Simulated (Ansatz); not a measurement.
NaNiO2:
Space group C2/m (No. 12); a = 5.3340 Å, b = 2.8233 Å, c = 5.5537 Å, α = γ = 90.00°, β = 110.86°

```tsv
atom	site	symmetry	x	y	z
Na	2d	2/m	0.0000	0.5000	0.5000
Ni	2a	2/m	0.0000	0.0000	0.0000
O	4i	m	0.2135	0.5000	0.1964
```
(The calculation used a cell of 4 atoms; values per cell refer to that cell.)
The run is spin-polarised.

Relaxed at zero pressure with the program Ansatz at the r²SCAN level (PAW).

Task: The volume is raised by 3 % and shape and atoms relax at that volume. What pressure results, and how do the axes share the change?

Result: -3.5 GPa; a 1.2 %, b 0.5 %, c 1.4 %; the energy rises by 3 meV/atom.

Task: Give the new structure.

Result: 
Space group C2/m (No. 12); a = 5.3982 Å, b = 2.8388 Å, c = 5.6289 Å, α = γ = 90.00°, β = 111.06°

```json
[
 {"atom": "Na", "site": "2d", "symmetry": "2/m", "x": "0.0000", "y": "0.5000", "z": "0.5000"},
 {"atom": "Ni", "site": "2a", "symmetry": "2/m", "x": "0.0000", "y": "0.0000", "z": "0.0000"},
 {"atom": "O", "site": "4i", "symmetry": "m", "x": "0.2117", "y": "0.5000", "z": "0.1945"}
]
```

The phase is kept; no other phase was compared at this pressure.

The first step of the workflow began from a Materials Project structure, measured or hypothetical; the Crystallography Open Database files this formula in space group No. 12, but the cells were not matched. Whether it is the stable phase at ambient conditions was not checked. The cell was relaxed with r²SCAN under the symmetry of its start; its stability against distortions is not shown here. The final state is ferromagnetic, chosen from 4 collinear starts compared on coarse meshes (ties went to the first, and starts can fall back to one state), not a proven ground state. Other orbital occupations within this spin state were not tried. No Hubbard U is applied.

Potentials: the later of the program's two PAW sets.
